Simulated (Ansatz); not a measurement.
Given:

Relaxed HfO$_{2}$ (tetragonal-ZrO2 type, space group P4_2/nmc):

```
CELL_PARAMETERS angstrom
      3.56707     0.00000     0.00000
      0.00000     3.56707     0.00000
      0.00000     0.00000     5.16596
ATOMIC_POSITIONS crystal
  Hf 0.00000 0.00000 0.00000
  Hf 0.50000 0.50000 0.50000
  O  0.00000 0.50000 0.20010
  O  0.00000 0.50000 0.70010
  O  0.50000 0.00000 0.29990
  O  0.50000 0.00000 0.79990
```

In each cell atom 5 (O, nearest neighbour Hf at 2.061 Å; its periodic images, 3.6 Å or more away, move with it) moves by s·(1.000, 0.000, 0.000) (along Cartesian x), the rest being held.

Level of theory: PBEsol (plane waves to 420 eV, PAW, scalar-relativistic; Ansatz, a first-principles code). k mesh 8×8×5 (Γ-centred), Fermi-Dirac smearing 0.05 eV. The energy includes the smearing's −TS. HfO2 is run without spin polarisation. HfO2 was relaxed with its symmetry unable to fall. Spin-orbit coupling is left out, though Hf is heavy. This is a high-temperature form of HfO2. ΔE is measured from the undisplaced structure.

The scan covers s from -0.210 to 0.210 Å in 11 points.

### Question
Is the energy the same for equal positive and negative displacements?

### Answer
Even: the same for both signs. With its periodic images moving along, the atom's site symmetry in this cell is mm2.

### Question
What is the force constant k = d²E/ds² of this move at s = 0?

### Answer
5.91 eV/Å².

(A displaced cell: forces are minus the slopes of the energy, force constants its curvatures, and phonons follow from these.)
